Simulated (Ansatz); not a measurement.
# Relaxing CdF2 in the fluorite type

First guess:

```xyz
3
Lattice="0.0000 2.5553 2.5553 2.5553 0.0000 2.5553 2.5553 2.5553 0.0000" Properties=species:S:1:pos:R:3 pbc="T T T"
Cd    0.0000    0.0000    0.0000
F     1.2777    1.2777    1.2777
F     3.8330    3.8330    3.8330
```

The calculation used DFT, PBE, PAW with Ansatz's default frozen-core files, scalar-relativistic in Ansatz 0.2.0.

Cell and atoms relax within the symmetry of the start on a 11×11×11 k mesh with 0.05 eV Fermi–Dirac smearing.

The start is built from a prototype, known or not as a phase of this compound; the cutoff is 420 eV.

Q: What is the pressure of the first guess?

A: 32.5 GPa.

Q: What does it relax to?

A: a = 5.481 Å, b = 5.481 Å, c = 5.481 Å, α = 90.00°, β = 90.00°, γ = 90.00° (conventional cell), 13.72 Å³ per atom:
```cif
data_structure
_symmetry_space_group_name_H-M 'Fm-3m'
_symmetry_Int_Tables_number 225
_cell_length_a 5.4814
_cell_length_b 5.4814
_cell_length_c 5.4814
_cell_angle_alpha 90.000
_cell_angle_beta 90.000
_cell_angle_gamma 90.000
_cell_volume 164.70
loop_
_atom_site_label
_atom_site_type_symbol
_atom_site_symmetry_multiplicity
_atom_site_Wyckoff_symbol
_atom_site_fract_x
_atom_site_fract_y
_atom_site_fract_z
_atom_site_occupancy
Cd1 Cd 4 a 0.00000 0.00000 0.00000 1
F1 F 8 c 0.25000 0.75000 0.75000 1
```

Q: How much energy does the relaxation release?

A: 215 meV/atom.
